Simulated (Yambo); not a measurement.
**CsTaP₂O₈: lowest vertical excitons**

```
CsTaP2O8
1.0
    4.42272    -2.64543     0.00000
    4.42272     2.64543     0.00000
   -0.51583     0.00000     9.00212
O P Cs Ta
8 2 1 1
Cartesian
  6.52787   0.00000   8.23838
  1.80175   0.00000   0.76374
  3.89291   1.25192   1.31323
  4.43671  -1.25192   7.68889
  4.43671   1.25192   7.68889
  3.89291  -1.25192   1.31323
  2.68306   0.00000   3.17280
  5.64656   0.00000   5.82932
  5.28781   0.00000   7.27534
  3.04181   0.00000   1.72679
 -0.25791   0.00000   4.50106
  0.00000   0.00000   0.00000
```

The geometry is that of Materials Project entry mp-559118, symmetrised and not relaxed again.

BSE in Yambo on PBEsol (pw.x of Quantum ESPRESSO, ONCV potentials, without SOC) bands: 4×4×2 mesh, 23 valence and 12 conduction bands, static screening with 118 bands and a 3 Ry block, scissor 2.70 eV, Tamm-Dancoff; field along x.

| state | energy (eV) | states within 2 meV | relative strength | class | main transitions |
|---|---|---|---|---|---|
| 1 | 4.91 | 1 | < 0.01 | dark | VB → CB (67 %) |
| 2 | 5.11 | 1 | < 0.01 | dark | several band pairs |
| 3 | 5.14 | 1 | 0.01 | weak | several band pairs |
| 4 | 5.18 | 1 | < 0.01 | dark | several band pairs |
| 5 | 5.19 | 1 | < 0.01 | dark | several band pairs |
| 6 | 5.20 | 1 | < 0.01 | dark | several band pairs |
| 7 | 5.25 | 1 | 1.00 | strong | several band pairs |
| 8 | 5.25 | 1 | < 0.01 | dark | several band pairs |
| 9 | 5.28 | 1 | < 0.01 | dark | several band pairs |
| 10 | 5.29 | 1 | 0.11 | weak | several band pairs |

These are vertical excitations (zero momentum). The direct quasiparticle gap on this mesh is 6.16 eV; counted from there, state 1 is bound by 1.25 eV. Convergence with the mesh was not shown.

Spin singlets only. Strengths are relative to the strongest of the lowest states of this run; strong means a line over 3 % of the spectrum's maximum, dark under 0.03 %. Absolute energies carry the error of the G0W0 scissor, whose convergence isn't established; the long-wavelength screening was taken along (1,1,1) although the crystal is anisotropic.

Spin-orbit coupling is left out, which matters for elements this heavy: edges can move by tenths of an eV.

The structure is a Materials Project entry; no match was found in the copy of COD used, and its stability was not checked.
